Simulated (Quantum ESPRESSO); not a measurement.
Ag4Re2OsW, finding a planted mistake in a log

Simulated, not a measurement. The program is pw.x of Quantum ESPRESSO 7.5 (plane-wave density functional theory). The cell is made up: eight metal atoms on a face-centred cubic lattice, with elements, volume, strain and displacements drawn at random and not relaxed, so it may be unstable or far from any real phase. PseudoDojo standard norm-conserving files set the functional (PBE unless stated); there is no spin polarisation or spin-orbit coupling, the Fermi-Dirac width of 0.25 eV means electrons at about 2900 K, and the masses in the input are unused placeholders. Heavy elements are run without spin-orbit coupling, which real alloys of them have. A spin test at this wide smearing found no moment, but such smearing suppresses magnetism that the real alloy may have.

Intended input:

```
&control calculation='scf', pseudo_dir='./dojo.nc.sr.pbe.v0_5.standard.upf', outdir='./o', disk_io='minimal', tprnfor=.true., tstress=.true. /
&system ibrav=0, nat=8, ntyp=4, nbnd=81, ecutwfc=82.02448710, nosym=.true., tot_charge=0,
 occupations='smearing', smearing='fd', degauss=0.0183746611
/
&electrons conv_thr=1.470e-08, electron_maxstep=70, mixing_beta=0.5 /
ATOMIC_SPECIES
Ag 1.0 Ag.upf
Os 1.0 Os.upf
Re 1.0 Re.upf
W 1.0 W.upf
CELL_PARAMETERS angstrom
-0.04 0.0275 -4.0882
4.0103 -0.0059 0.04
0.0119 -8.0603 0.055
ATOMIC_POSITIONS angstrom
Ag -0.0031 0.0365 -0.002
Ag 0.1081 -3.9642 0.0395
Ag 2.0402 -2.0526 0.0075
Re 2.0009 -6.0008 0.0083
Os -0.1001 -1.9775 -2.0285
Re -0.0098 -6.0511 -1.9759
Ag 2.0088 -0.049 -2.0257
W 1.9744 -4.0264 -2.0102
K_POINTS automatic
6 6 3 1 1 1
```

The log is shortened where brackets say so; the opening notice, blank lines, dates and the lines on written files are dropped, and the path of the files is cut. It prints rydbergs, bohrs and kilobars, and counts compression as positive stress. Its total energy is the free energy E - TS of the whole cell.

Log of the intended run:

```
     Program PWSCF v.7.5
     Parallel version (MPI & OpenMP), running on       4 processor cores
     Number of MPI processes:                 4
     Threads/MPI process:                     1
     [start-up lines left out]
     bravais-lattice index     =            0
     lattice parameter (alat)  =       7.7261  a.u.
     unit-cell volume          =     891.6484 (a.u.)^3
     number of atoms/cell      =            8
     number of atomic types    =            4
     number of electrons       =       136.00
     number of Kohn-Sham states=           81
     kinetic-energy cutoff     =      82.0245  Ry
     charge density cutoff     =     328.0979  Ry
     scf convergence threshold =      1.5E-08
     mixing beta               =       0.5000
     number of iterations used =            8  plain     mixing
     Exchange-correlation= PBE
                           (   1   4   3   4   0   0   0)
     [axes and pseudopotential details left out]
   Cartesian axes
     site n.     atom                  positions (alat units)
         1        Ag     tau(   1) = (  -0.0007582   0.0089275  -0.0004892  )
         2        Ag     tau(   2) = (   0.0264401  -0.9696005   0.0096613  )
         3        Ag     tau(   3) = (   0.4990109  -0.5020438   0.0018344  )
         4        Re     tau(   4) = (   0.4893985  -1.4677308   0.0020301  )
         5        Os     tau(   5) = (  -0.0244834  -0.4836751  -0.4961492  )
         6        Re     tau(   6) = (  -0.0023970  -1.4800336  -0.4832838  )
         7        Ag     tau(   7) = (   0.4913308  -0.0119849  -0.4954643  )
         8        W      tau(   8) = (   0.4829169  -0.9848139  -0.4916732  )
     number of k points=    54  Fermi-Dirac smearing, width (Ry)=  0.0184
                       cart. coord. in units 2pi/alat
        k(    1) = (   0.0856783  -0.0849914  -0.0847492), wk =   0.0370370
        k(    2) = (   0.0861532   0.2531833  -0.0824791), wk =   0.0370370
     [further k points left out]
     Dense  grid:    89459 G-vectors     FFT dimensions: (  45,  45,  90)
     Estimated max dynamical RAM per process >     370.13 MB
     Estimated total dynamical RAM >       1.38 GB
     Initial potential from superposition of free atoms
     starting charge     135.9968, renormalised to     136.0000
     Starting wfcs are   80 randomized atomic wfcs +    1 random wfcs
     total cpu time spent up to now is        4.9 secs
     per-process dynamical memory:   288.2 Mb
     Self-consistent Calculation
     iteration #  1     ecut=    82.02 Ry     beta= 0.50
     Davidson diagonalization with overlap
     ethr =  1.00E-02,  avg # of iterations =  3.0
     total cpu time spent up to now is       18.8 secs
     total energy              =   -1939.50904954 Ry
     estimated scf accuracy    <       2.77608945 Ry
     iteration #  2     ecut=    82.02 Ry     beta= 0.50
     Davidson diagonalization with overlap
     ethr =  2.04E-03,  avg # of iterations =  2.9
     total cpu time spent up to now is       33.6 secs
     total energy              =   -1939.60388329 Ry
     estimated scf accuracy    <      11.12599751 Ry
     [iterations 3 to 15 left out]
     iteration # 16     ecut=    82.02 Ry     beta= 0.50
     Davidson diagonalization with overlap
     ethr =  1.09E-11,  avg # of iterations =  2.1
     total cpu time spent up to now is      207.5 secs
     total energy              =   -1941.02013251 Ry
     estimated scf accuracy    <       0.00000003 Ry
     iteration # 17     ecut=    82.02 Ry     beta= 0.50
     Davidson diagonalization with overlap
     ethr =  1.09E-11,  avg # of iterations =  2.0
     total cpu time spent up to now is      219.3 secs
     End of self-consistent calculation
     [lines on levels left out]
!    total energy              =   -1941.02013250 Ry
     estimated scf accuracy    <       0.00000001 Ry
     smearing contrib. (-TS)   =      -0.10390007 Ry
     internal energy E=F+TS    =   -1940.91623243 Ry
     The total energy is F=E-TS. E is the sum of the following terms:
     one-electron contribution =    -603.41778927 Ry
     hartree contribution      =     381.50054877 Ry
     xc contribution           =    -328.39615849 Ry
     ewald contribution        =   -1390.60283345 Ry
     convergence has been achieved in  17 iterations
     Forces acting on atoms (cartesian axes, Ry/au):
     atom    1 type  1   force =     0.00387252   -0.01082906    0.00284903
     atom    2 type  1   force =    -0.03709738   -0.02345310   -0.00086236
     atom    3 type  1   force =    -0.01354499    0.01961030    0.01178862
     atom    4 type  3   force =     0.00749168    0.04905549   -0.01018302
     atom    5 type  2   force =     0.02945295   -0.07793424   -0.00794347
     atom    6 type  3   force =     0.00288111    0.06406741    0.00930882
     atom    7 type  1   force =    -0.01741787    0.02157953   -0.00420117
     atom    8 type  4   force =     0.02436197   -0.04209633   -0.00075645
     Total force =     0.140348     Total SCF correction =     0.000579
     Computing stress (Cartesian axis) and pressure
          total   stress  (Ry/bohr**3)                   (kbar)     P=      -55.61
  -0.00044361  -0.00003556  -0.00011552          -65.26       -5.23      -16.99
  -0.00003556  -0.00037626   0.00008715           -5.23      -55.35       12.82
  -0.00011552   0.00008715  -0.00031429          -16.99       12.82      -46.23
     init_run     :      4.41s CPU      4.66s WALL (       1 calls)
     electrons    :    209.21s CPU    214.37s WALL (       1 calls)
     forces       :      2.32s CPU      2.33s WALL (       1 calls)
     stress       :      7.80s CPU      7.98s WALL (       1 calls)
     [timing details left out]
     PWSCF        :   3m44.07s CPU   3m49.69s WALL
     JOB DONE.
```

A second run was made from an input with one planted mistake. Its log:

```
     Program PWSCF v.7.5
     Parallel version (MPI & OpenMP), running on       4 processor cores
     Number of MPI processes:                 4
     Threads/MPI process:                     1
     [start-up lines left out]
     bravais-lattice index     =            0
     lattice parameter (alat)  =       7.7261  a.u.
     unit-cell volume          =     891.6484 (a.u.)^3
     number of atoms/cell      =            8
     number of atomic types    =            4
     number of electrons       =       136.00
     number of Kohn-Sham states=           81
     kinetic-energy cutoff     =      82.0245  Ry
     charge density cutoff     =     328.0979  Ry
     scf convergence threshold =      1.5E-08
     mixing beta               =       0.5000
     number of iterations used =            8  plain     mixing
     Exchange-correlation= PBE
                           (   1   4   3   4   0   0   0)
     [axes and pseudopotential details left out]
   Cartesian axes
     site n.     atom                  positions (alat units)
         1        Os     tau(   1) = (  -0.0007582   0.0089275  -0.0004892  )
         2        Ag     tau(   2) = (   0.0264401  -0.9696005   0.0096613  )
         3        Ag     tau(   3) = (   0.4990109  -0.5020438   0.0018344  )
         4        Re     tau(   4) = (   0.4893985  -1.4677308   0.0020301  )
         5        Ag     tau(   5) = (  -0.0244834  -0.4836751  -0.4961492  )
         6        Re     tau(   6) = (  -0.0023970  -1.4800336  -0.4832838  )
         7        Ag     tau(   7) = (   0.4913308  -0.0119849  -0.4954643  )
         8        W      tau(   8) = (   0.4829169  -0.9848139  -0.4916732  )
     number of k points=    54  Fermi-Dirac smearing, width (Ry)=  0.0184
                       cart. coord. in units 2pi/alat
        k(    1) = (   0.0856783  -0.0849914  -0.0847492), wk =   0.0370370
        k(    2) = (   0.0861532   0.2531833  -0.0824791), wk =   0.0370370
     [further k points left out]
     Dense  grid:    89459 G-vectors     FFT dimensions: (  45,  45,  90)
     Estimated max dynamical RAM per process >     370.13 MB
     Estimated total dynamical RAM >       1.38 GB
     Initial potential from superposition of free atoms
     starting charge     135.9968, renormalised to     136.0000
     Starting wfcs are   80 randomized atomic wfcs +    1 random wfcs
     total cpu time spent up to now is        4.9 secs
     per-process dynamical memory:   288.2 Mb
     Self-consistent Calculation
     iteration #  1     ecut=    82.02 Ry     beta= 0.50
     Davidson diagonalization with overlap
     ethr =  1.00E-02,  avg # of iterations =  3.0
     total cpu time spent up to now is       19.0 secs
     total energy              =   -1939.17959365 Ry
     estimated scf accuracy    <       3.26457776 Ry
     iteration #  2     ecut=    82.02 Ry     beta= 0.50
     Davidson diagonalization with overlap
     ethr =  2.40E-03,  avg # of iterations =  3.4
     total cpu time spent up to now is       34.7 secs
     total energy              =   -1937.15989090 Ry
     estimated scf accuracy    <      49.63061837 Ry
     [iterations 3 to 14 left out]
     iteration # 15     ecut=    82.02 Ry     beta= 0.50
     Davidson diagonalization with overlap
     ethr =  1.03E-09,  avg # of iterations =  1.1
     total cpu time spent up to now is      199.9 secs
     total energy              =   -1941.08744141 Ry
     estimated scf accuracy    <       0.00000014 Ry
     iteration # 16     ecut=    82.02 Ry     beta= 0.50
     Davidson diagonalization with overlap
     ethr =  1.05E-10,  avg # of iterations =  2.0
     total cpu time spent up to now is      211.8 secs
     End of self-consistent calculation
     [lines on levels left out]
!    total energy              =   -1941.08744142 Ry
     estimated scf accuracy    <          5.1E-09 Ry
     smearing contrib. (-TS)   =      -0.09201102 Ry
     internal energy E=F+TS    =   -1940.99543039 Ry
     The total energy is F=E-TS. E is the sum of the following terms:
     one-electron contribution =    -609.91657321 Ry
     hartree contribution      =     384.66186872 Ry
     xc contribution           =    -328.38335806 Ry
     ewald contribution        =   -1387.35736785 Ry
     convergence has been achieved in  16 iterations
     Forces acting on atoms (cartesian axes, Ry/au):
     atom    1 type  2   force =     0.00675030    0.12360694    0.00137691
     atom    2 type  1   force =    -0.03631255   -0.02541917   -0.00040634
     atom    3 type  1   force =    -0.01047162    0.02168252    0.00947053
     atom    4 type  3   force =     0.00906103   -0.01315810   -0.00252696
     atom    5 type  1   force =     0.03154264   -0.00076090   -0.00528722
     atom    6 type  3   force =     0.00267450    0.01261073    0.00194056
     atom    7 type  1   force =    -0.01864338    0.02745250   -0.00406464
     atom    8 type  4   force =     0.01539908   -0.14601453   -0.00050284
     Total force =     0.205161     Total SCF correction =     0.000493
     Computing stress (Cartesian axis) and pressure
          total   stress  (Ry/bohr**3)                   (kbar)     P=      -69.83
  -0.00023788  -0.00000473  -0.00014791          -34.99       -0.70      -21.76
  -0.00000473  -0.00077618   0.00007498           -0.70     -114.18       11.03
  -0.00014791   0.00007498  -0.00041001          -21.76       11.03      -60.31
     init_run     :      4.51s CPU      4.76s WALL (       1 calls)
     electrons    :    201.64s CPU    206.88s WALL (       1 calls)
     forces       :      2.32s CPU      2.33s WALL (       1 calls)
     stress       :      8.08s CPU      8.27s WALL (       1 calls)
     [timing details left out]
     PWSCF        :   3m36.76s CPU   3m42.47s WALL
     JOB DONE.
```

Question: the log repeats what the program read. Compare it with the intended run: what was wrong in the second input?

Answer: two atoms have their elements exchanged. The input lines that differ:

```
- Ag -0.0031 0.0365 -0.002
+ Os -0.0031 0.0365 -0.002
- Os -0.1001 -1.9775 -2.0285
+ Ag -0.1001 -1.9775 -2.0285
```

|  | intended run | run with the mistake |
| --- | --- | --- |
| free energy (eV) | -26408.924 | -26409.840 |
| entropy term -TS, part of it (eV) | -1.414 | -1.252 |
| pressure (GPa) | -5.56 | -6.98 |
| size of the largest force component (eV/Å) | 2.004 | 3.754 |
| largest change of a force component (eV/Å) |  | 3.456 |
| iterations | 17 | 16 |

For scale, a rerun of the intended cell at a higher cutoff and on a denser mesh moved values by no more than 0.003 eV in energy, 0.11 GPa in stress and 0.006 eV/Å in force, and a second program with other atomic files agreed on that cell to 2 % rms in force and 0.5 GPa in pressure.